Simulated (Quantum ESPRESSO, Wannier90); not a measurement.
**Wannier functions of ZnO (wurtzite)**

```
CELL_PARAMETERS angstrom
      3.23735     0.00000     0.00000
     -1.61867     2.80363     0.00000
      0.00000     0.00000     5.22206
ATOMIC_POSITIONS crystal
  Zn 0.66667 0.33333 0.50059
  Zn 0.33333 0.66667 0.00059
  O  0.66667 0.33333 0.87972
  O  0.33333 0.66667 0.37972
```

Cell from Materials Project (mp-2133), symmetrised, no further relaxation. COD (Crystallography Open Database) has the formula in 2 space groups, this one among them (matched by group alone). Method: PBEsol plane waves in Quantum ESPRESSO 7.5 (PseudoDojo norm-conserving files, 68 Ry, no spin polarisation, no spin-orbit coupling), Bloch states on a 6×6×4 mesh through Γ, Wannier90 4.0.1. Density: 12×12×6 mesh, Gaussian smearing 0.01 Ry.

Functional, cutoff and mesh named above are those of the base row (PBEsol); the first column says what each row takes instead. Model: 18 functions from bands 9-26, start SCDM (isolated) (the valence bands). Energies are relative to the valence-band maximum; the misfit is to pw.x on a path, for all bands of the set. The functional changes, each with its own PseudoDojo files and their cutoffs, on the same cell. Ω_total can sit in another minimum from row to row; Ω_I of an isolated set cannot.

| functional | Ω_I (Å²) | Ω_total (Å²) | rms misfit (meV) | gap (eV) | bottom of band 9 (eV) |
|---|---|---|---|---|---|
| LDA | 8.94 | 9.98 | 6.1 | 0.79 | -17.77 |
| PBE | 8.83 | 10.11 | 5.7 | 0.87 | -18.03 |
| PBEsol | 8.92 | 10.22 | 6.4 | 0.76 | -17.99 |
